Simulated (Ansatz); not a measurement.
BeTe:
```yaml
crystal:
  lattice:
    - [4.02251, 0.00000, 0.00000]
    - [-2.01126, 3.48360, 0.00000]
    - [0.00000, 0.00000, 8.96262]
  atoms:
    - { symbol: Be, position: [0.50000, 0.00000, 0.50000] }
    - { symbol: Be, position: [0.00000, 0.50000, 0.16667] }
    - { symbol: Be, position: [0.50000, 0.50000, 0.83333] }
    - { symbol: Te, position: [0.50000, 0.00000, 0.00000] }
    - { symbol: Te, position: [0.00000, 0.50000, 0.66667] }
    - { symbol: Te, position: [0.50000, 0.50000, 0.33333] }
```

Relaxed with PBE. Special points in fractions of this cell's reciprocal vectors: Γ (0.000, 0.000, 0.000); M (0.500, 0.000, 0.000); K (0.333, 0.333, 0.000); A (0.000, 0.000, 0.500); L (0.500, 0.000, 0.500); H (0.333, 0.333, 0.500).

List the band energies nearest the valence-band maximum at these points for PBE (plane waves, PAW; program Ansatz).

In eV from the valence-band maximum; about four levels below and three above (degenerate sets whole), none deeper than 8.9 eV; points with the same levels are listed once.

```
k                          below                above
-  -----------------------------  -------------------
Γ         -0.84 -0.84 -0.50 0.00       2.46 2.46 2.53
M        -2.63 -2.19 -1.88 -1.76       1.41 1.59 1.85
K  -3.75 -3.75 -2.42 -1.76 -1.76       1.67 2.59 2.59
A        -0.88 -0.65 -0.65 -0.36       2.14 3.08 3.08
L        -2.57 -2.07 -2.06 -1.45       2.05 2.22 2.64
H        -3.49 -3.49 -2.51 -1.34  3.04 3.26 3.60 3.60
```

Space group P6_222. A made-up cell: these elements were put on the sites of a structure type; neither database checked (COD, Materials Project) lists it. COD files the formula under space group No. 216, so this cell is another polymorph or a model. Its standing as an ambient phase is unchecked. The cell was relaxed with PBE under the symmetry of its start; whether a distortion lowers the energy is not shown. Scalar-relativistic: spin–orbit coupling is off unless named, which matters more the heavier the elements.

Potentials: the later of the program's two PAW sets.
